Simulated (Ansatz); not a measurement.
LaHO2:
Space group P2₁/m (No. 11); a = 4.448 Å, b = 3.943 Å, c = 6.425 Å, α = γ = 90.00°, β = 107.32°

```csv
atom,site,symmetry,x,y,z
La,2e,m,0.6698,0.2500,0.3071
H,2e,m,0.0218,0.2500,0.9308
O,2e,m,0.2403,0.2500,0.4624
O,2e,m,0.2419,0.2500,0.9401
```

Relaxed with r²SCAN.

Task: Tabulate the valence density and the electron localisation function along the shortest La–O contact (2.40 Å), DFT-r²SCAN in the program Ansatz with PAW potentials.

Result: 

| distance from La (Å) | density (e/Å³) | ELF |
|---|---|---|
| 0.24 | 1.39 | 0.04 |
| 0.36 | 1.49 | 0.23 |
| 0.48 | 1.61 | 0.53 |
| 0.60 | 1.65 | 0.74 |
| 0.72 | 1.51 | 0.82 |
| 0.84 | 1.23 | 0.82 |
| 0.96 | 0.90 | 0.73 |
| 1.08 | 0.63 | 0.49 |
| 1.20 | 0.47 | 0.25 |
| 1.32 | 0.42 | 0.20 |
| 1.44 | 0.50 | 0.35 |
| 1.56 | 0.73 | 0.62 |
| 1.68 | 1.16 | 0.78 |
| 1.80 | 1.99 | 0.82 |
| 1.92 | 3.35 | 0.80 |
| 2.04 | 5.03 | 0.70 |
| 2.16 | 6.47 | 0.51 |

The density is the valence pseudo-density with augmentation charge, so density and ELF within about 1 Å of a nucleus are not all-electron values.

Space group P2_1/m. The first step of the workflow began from a Materials Project structure, measured or hypothetical; the Crystallography Open Database copy checked does not list it. Its standing as an ambient phase is unchecked. Symmetry was held in the r²SCAN relaxation; its stability against distortions is not shown here. Scalar-relativistic: spin–orbit coupling is off unless named, which matters more the heavier the elements.

Potentials: the later of the program's two PAW sets.
